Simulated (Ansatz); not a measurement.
NbAlB:
```cif
data_Al2B2Nb2
_chemical_formula_sum 'Al2 B2 Nb2'
_space_group_name_H-M_alt 'P 1'
_space_group_IT_number 1
_cell_length_a 7.53917
_cell_length_b 7.53917
_cell_length_c 3.11341
_cell_angle_alpha 90.000
_cell_angle_beta 90.000
_cell_angle_gamma 154.360
loop_
_space_group_symop_operation_xyz
  'x, y, z'
loop_
_atom_site_label
_atom_site_type_symbol
_atom_site_fract_x
_atom_site_fract_y
_atom_site_fract_z
_atom_site_occupancy
Al1 Al 0.70040 0.29960 0.25000 1
Al2 Al 0.29960 0.70040 0.75000 1
B1 B 0.46995 0.53005 0.75000 1
B2 B 0.53005 0.46995 0.25000 1
Nb1 Nb 0.08821 0.91179 0.75000 1
Nb2 Nb 0.91179 0.08821 0.25000 1
```

Relaxed with PBE.

### Question
Which orbitals make up the states near the Fermi level in plane-wave PAW PBE (Ansatz code)?

### Answer
Within 0.5 eV of the Fermi level: Nb 4d 71 %, Al 3p 16 %, B 2p 6 %. Projections are on Löwdin-orthogonalised atomic valence shells; empty p or d shells of many metals are not among them.

### Question
Tabulate the density of states.

### Answer
States/eV per cell of 6 atoms, in 0.25 eV bins, energy from the Fermi level.

| E (eV) | total | Nb 4d | B 2p | Al 3p |
|---|---|---|---|---|
| -7.85 | 1.07 | 0.21 | 0.22 | 0.22 |
| -7.60 | 1.12 | 0.23 | 0.23 | 0.24 |
| -7.35 | 1.13 | 0.25 | 0.21 | 0.25 |
| -7.10 | 0.97 | 0.22 | 0.20 | 0.20 |
| -6.85 | 1.30 | 0.25 | 0.28 | 0.29 |
| -6.60 | 1.26 | 0.28 | 0.31 | 0.26 |
| -6.35 | 1.49 | 0.35 | 0.34 | 0.33 |
| -6.10 | 1.73 | 0.42 | 0.40 | 0.37 |
| -5.85 | 1.47 | 0.36 | 0.38 | 0.30 |
| -5.60 | 1.42 | 0.33 | 0.41 | 0.27 |
| -5.35 | 1.82 | 0.48 | 0.58 | 0.30 |
| -5.10 | 2.35 | 0.67 | 0.88 | 0.29 |
| -4.85 | 2.33 | 0.64 | 1.00 | 0.23 |
| -4.60 | 1.77 | 0.43 | 0.80 | 0.22 |
| -4.35 | 2.92 | 0.91 | 1.11 | 0.48 |
| -4.10 | 2.92 | 1.00 | 1.08 | 0.52 |
| -3.85 | 3.44 | 1.12 | 1.43 | 0.61 |
| -3.60 | 2.73 | 1.00 | 1.00 | 0.50 |
| -3.35 | 3.42 | 1.31 | 1.18 | 0.67 |
| -3.10 | 2.68 | 1.07 | 0.74 | 0.69 |
| -2.85 | 4.21 | 1.87 | 1.17 | 0.93 |
| -2.60 | 3.09 | 1.54 | 0.68 | 0.72 |
| -2.35 | 2.86 | 1.71 | 0.38 | 0.62 |
| -2.10 | 3.15 | 2.04 | 0.32 | 0.60 |
| -1.85 | 2.10 | 1.36 | 0.26 | 0.33 |
| -1.60 | 2.67 | 1.63 | 0.33 | 0.48 |
| -1.35 | 3.25 | 1.78 | 0.36 | 0.71 |
| -1.10 | 3.63 | 1.95 | 0.33 | 0.90 |
| -0.85 | 3.13 | 1.69 | 0.31 | 0.78 |
| -0.60 | 2.75 | 1.52 | 0.26 | 0.65 |
| -0.35 | 3.58 | 2.26 | 0.24 | 0.71 |
| -0.10 | 2.71 | 1.95 | 0.15 | 0.43 |
| 0.15 | 2.26 | 1.73 | 0.14 | 0.29 |
| 0.40 | 2.09 | 1.68 | 0.10 | 0.22 |
| 0.65 | 1.39 | 1.02 | 0.11 | 0.18 |
| 0.90 | 1.21 | 0.85 | 0.12 | 0.15 |
| 1.15 | 1.22 | 0.84 | 0.12 | 0.17 |
| 1.40 | 1.73 | 1.23 | 0.17 | 0.20 |
| 1.65 | 1.82 | 1.24 | 0.20 | 0.22 |
| 1.90 | 2.64 | 1.67 | 0.27 | 0.38 |
| 2.15 | 3.16 | 2.07 | 0.32 | 0.38 |
| 2.40 | 3.57 | 2.33 | 0.30 | 0.36 |
| 2.65 | 3.61 | 2.29 | 0.33 | 0.37 |
| 2.90 | 4.45 | 2.60 | 0.55 | 0.52 |
| 3.15 | 3.54 | 1.98 | 0.38 | 0.46 |
| 3.40 | 4.38 | 2.46 | 0.46 | 0.54 |
| 3.65 | 4.32 | 2.23 | 0.53 | 0.54 |
| 3.90 | 4.40 | 2.16 | 0.62 | 0.55 |
| 4.15 | 3.96 | 1.69 | 0.58 | 0.64 |
| 4.40 | 3.49 | 1.34 | 0.54 | 0.61 |
| 4.65 | 2.71 | 0.93 | 0.40 | 0.50 |

Space group Cmcm. The start of the workflow was typed in or built on a structure type; neither database checked (COD, Materials Project) lists it. Whether it is the stable phase at ambient conditions was not checked. Symmetry was held in the PBE relaxation; whether a distortion lowers the energy is not shown. No spin polarisation was allowed. Spin–orbit coupling is left out wherever it is not named.

Potentials: the earlier of the program's two PAW sets.
